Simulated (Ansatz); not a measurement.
The elements of this relaxed trial crystal are hidden behind letters.

```
lattice vectors (Å)
  -2.1152    2.1152    5.8531
   2.1152   -2.1152    5.8531
   2.1152    2.1152   -5.8531
fractional positions
X 0.7500 0.2500 0.5000
X 0.2500 0.7500 0.5000
X 0.5000 0.5000 0.0000
Z 0.0000 0.0000 0.0000
```

Computed with DFT PBE, scalar-relativistic, plane waves, PAW, and for the lanthanide a 4f-in-core norm-conserving potential, in Ansatz. Cutoff 690 eV, Γ-centred 16×16×16 mesh (4-atom cell), Gaussian smearing of 0.10 eV, no spin polarisation.

```
Space group                                 : I4/mmm (No. 139)
Conventional cell                           : a = 4.230 Å, c = 11.706 Å
Volume per atom                             : 26.19 Å³
Density                                     : 8.34 g/cm³
Formation energy                            : −0.26 eV/atom
Gap on the 16×16×16 mesh of the 4-atom cell : 0 eV (a metal)
```

Energies are uncorrected and count from the elements' standard states at the same level.

**Question.** X is a lanthanide and Z is a p-block element of period 2. Which elements are they?

**Answer.** X = Tm, Z = F, so the formula is Tm3F. Density times volume gives a mean mass of 8.34 × 26.19/1.6605 = 131.5 u per atom, and this set has 131.5 u. Among the elements that the hints allow, noble gases aside, only these give it. Tm on a site of symmetry -4m2 is surrounded by 4 Tm at 2.99 Å, 4 F at 3.61 Å and 4 Tm at 3.61 Å; around Tm on a site of symmetry 4/mmm lie 4 F at 2.99 Å and 8 Tm at 3.61 Å; F has 4 Tm at 2.99 Å and 8 Tm at 3.61 Å.

Symmetry constrained the relaxation, so the result can be a saddle point. Another cell of Tm3F relaxed alike, in Amm2, lies 0.89 eV/atom lower, so this cell isn't the stable form at this level.

The lanthanide is trivalent by construction, without f bands, f moments or other valences. The reference runs of the other elements, and any phases without the lanthanide, used 420 eV, which shifts energies against them by under 10 meV/atom. The lanthanide's reference is the lowest of its hcp, dhcp and fcc cells.
